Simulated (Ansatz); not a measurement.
Starting cell, LaOF (space group R-3m):

```yaml
crystal:
  lattice:
    - [3.97680, 2.29601, 13.21818]
    - [-1.98840, 1.14800, 6.60909]
    - [0.00000, -2.29601, 6.60909]
  atoms:
    - { symbol: La, position: [0.37117, 0.74234, 0.74234] }
    - { symbol: La, position: [0.87117, 0.74234, 0.74234] }
    - { symbol: La, position: [0.12883, 0.25766, 0.25766] }
    - { symbol: La, position: [0.62883, 0.25766, 0.25766] }
    - { symbol: O, position: [0.31138, 0.62276, 0.62276] }
    - { symbol: O, position: [0.81138, 0.62276, 0.62276] }
    - { symbol: O, position: [0.18862, 0.37724, 0.37724] }
    - { symbol: O, position: [0.68862, 0.37724, 0.37724] }
    - { symbol: F, position: [0.43536, 0.87072, 0.87072] }
    - { symbol: F, position: [0.93536, 0.87072, 0.87072] }
    - { symbol: F, position: [0.06464, 0.12928, 0.12928] }
    - { symbol: F, position: [0.56464, 0.12928, 0.12928] }
```

The atoms are displaced by Q × the pattern below (from a DFPT mode at L = (0.5, 0.0, 0.0), largest move 1; Q in Å), at fixed cell. (q is in reciprocal vectors of the primitive cell; the cell shown is doubled to hold the pattern.)

| atom | x | y | z |
|---|---|---|---|
| La1 | 0.106 | 0.061 | 0.992 |
| La2 | -0.106 | -0.061 | -0.992 |
| La3 | 0.106 | 0.061 | 0.992 |
| La4 | -0.106 | -0.061 | -0.992 |
| O5 | 0.101 | 0.059 | 0.583 |
| O6 | -0.101 | -0.059 | -0.583 |
| O7 | 0.101 | 0.059 | 0.583 |
| O8 | -0.101 | -0.059 | -0.583 |
| F9 | -0.209 | -0.121 | -0.030 |
| F10 | 0.209 | 0.121 | 0.030 |
| F11 | -0.209 | -0.121 | -0.030 |
| F12 | 0.209 | 0.121 | 0.030 |

Calculation: LDA (plane waves to 420 eV, PAW, scalar-relativistic; Ansatz, a quantum-chemistry and plane-wave program). k mesh 5×10×10 (Γ-centred), Fermi-Dirac smearing 0.05 eV. Energies are smeared free energies. LaOF is run without spin polarisation. LaOF was relaxed with its symmetry unable to fall. ΔE is measured from the undisplaced structure.

| Q (Å) | ΔE (meV/cell) |
|---|---|
| -0.2800 | 1710 |
| -0.2333 | withheld |
| -0.1867 | 748 |
| -0.1400 | 418 |
| -0.0933 | 185 |
| -0.0467 | 46 |
| 0.0000 | 0 |
| 0.0467 | 46 |
| 0.0933 | 185 |
| 0.1400 | 418 |
| 0.1867 | 748 |
| 0.2333 | withheld |
| 0.2800 | 1710 |

Fit an even polynomial form (powers 2, 4) to the given rows and predict ΔE at Q = 0.2333.

Least squares on the 11 given rows: ΔE = (21170)·Q² + (8143)·Q⁴, in meV/cell with Q in Å; root-mean-square residual 0.2 meV/cell. At 0.2333 the fit gives 1176 meV/cell; the calculation gives 1177 meV/cell, so the interpolation is off by -1 (-0.1 %). The quadratic term alone would give 1152 meV/cell.

(A displaced cell: forces are minus the slopes of the energy, force constants its curvatures, and phonons follow from these.)
